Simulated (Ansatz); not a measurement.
Input:

CsSnI3 (cubic perovskite)

```yaml
crystal:
  lattice:
    - [6.13043, 0.00000, 0.00000]
    - [0.00000, 6.13043, 0.00000]
    - [0.00000, 0.00000, 6.13043]
  atoms:
    - { symbol: Cs, position: [0.00000, 0.00000, 0.00000] }
    - { symbol: Sn, position: [0.50000, 0.50000, 0.50000] }
    - { symbol: I, position: [0.00000, 0.50000, 0.50000] }
    - { symbol: I, position: [0.50000, 0.50000, 0.00000] }
    - { symbol: I, position: [0.50000, 0.00000, 0.50000] }
```

In each cell atom 5 (I, nearest neighbour Sn at 3.065 Å; its periodic images, 6.1 Å or more away, move with it) moves by s·(1.000, 0.000, 0.000) (along Cartesian x), the rest being held.

Computed with PBEsol (plane waves to 420 eV, PAW, scalar-relativistic; Ansatz, a program for electronic structure). k mesh 6×6×6 (Γ-centred), Fermi-Dirac smearing 0.05 eV. Energies are smeared free energies. CsSnI3 was relaxed with its symmetry unable to fall. Spin-orbit coupling is left out, though I is heavy. This is a high-temperature form of CsSnI3. The zero of ΔE is the undisplaced structure.

The scan covers s from -0.920 to 0.920 Å in 11 points.

**Question.** Is this a single well or a double well?

**Answer.** A single well with its minimum at or next to zero displacement.

**Question.** Is the energy the same for equal positive and negative displacements?

**Answer.** Even: the same for both signs. With its periodic images moving along, the atom's site symmetry in this cell is 4/mmm.

**Question.** What force acts on the atom along the line at s = -0.920 Å?

**Answer.** 0.597 eV/Å.

**Question.** What is the energy change at s = 0.920 Å?

**Answer.** 198.6 meV/cell.

**Question.** What is the force constant k = d²E/ds² of this move at s = 0?

**Answer.** 0.22 eV/Å².

(A displaced cell: forces are minus the slopes of the energy, force constants its curvatures, and phonons follow from these.)
